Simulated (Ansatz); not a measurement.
## Relaxing a structure of HfSiO4

The start is a generated cell, HfSiO4 placed in the zircon structure type. The cell and all atomic positions are relaxed at zero pressure with PBE (plane waves to 420 eV, PAW, scalar-relativistic; Ansatz, a quantum-chemistry and plane-wave program). The first steps use a coarse 4×4×4 k-mesh.

Starting cell:
```
CELL_PARAMETERS angstrom
     -3.29631     3.29631     2.98456
      3.29631    -3.29631     2.98456
      3.29631     3.29631    -2.98456
ATOMIC_POSITIONS crystal
  O  0.13610 0.32010 0.81600
  O  0.61390 0.92990 0.68400
  O  0.24590 0.92990 0.31600
  O  0.50410 0.32010 0.18400
  O  0.67990 0.86390 0.18400
  O  0.07010 0.75410 0.68400
  O  0.07010 0.38610 0.31600
  O  0.67990 0.49590 0.81600
  Si 0.50000 0.50000 0.00000
  Si 0.25000 0.75000 0.50000
  Hf 0.75000 0.25000 0.50000
  Hf 0.00000 0.00000 0.00000
```

```json
{
  "initial_pressure": "+6.0 GPa (positive: the cell is compressed)",
  "largest_initial_force": "0.48 eV/Å, on O1, O2, O3, O4, O5, O6, O7, O8 (atoms numbered as listed)",
  "outcome": "The space group stays I4₁/amd (No. 141) (the run could not lower it); the end is AFLOW prototype A4BC_tI24_141_h_b_a (as in ZrSiO4), with 12 atoms in the primitive cell",
  "volume_change": "+2.4 %, from 10.81 to 11.07 Å³/atom",
  "band_gap_at_the_end": "5.33 eV, indirect (valence top at Γ, conduction bottom at k = (0.1667, 0.1667, 0.3333)) (no spin-orbit coupling)",
  "optimiser_moves": "6"
}
```

The end point of the relaxation:

```cif
data_Hf4O16Si4
_chemical_formula_sum 'O16 Si4 Hf4'
_space_group_name_H-M_alt 'I41/amd :1'
_space_group_IT_number 141
_space_group_name_Hall 'I 4bw 2bw -1bw'
_cell_length_a 6.64524
_cell_length_b 6.64524
_cell_length_c 6.01425
_cell_angle_alpha 90.000
_cell_angle_beta 90.000
_cell_angle_gamma 90.000
loop_
_atom_site_label
_atom_site_type_symbol
_atom_site_symmetry_multiplicity
_atom_site_Wyckoff_symbol
_atom_site_fract_x
_atom_site_fract_y
_atom_site_fract_z
_atom_site_occupancy
O1 O 16 h 0.31580 0.00000 0.06893 1
Si1 Si 4 b 0.00000 0.00000 0.50000 1
Hf1 Hf 4 a 0.00000 0.00000 0.00000 1
```
(The calculation used a cell of 12 atoms; values per cell refer to that cell.)

Final values are on a 6×6×6 k-mesh of the relaxed cell. No spin polarisation in the result.

The run could not lose the symmetry of its start; a randomly shaken copy of 12 atoms returns to this structure.

The first start was generated by placing the elements on the sites of a structure type. A measured structure of HfSiO4 has the same space group, I4₁/amd (No. 141); the sites were not compared with it.
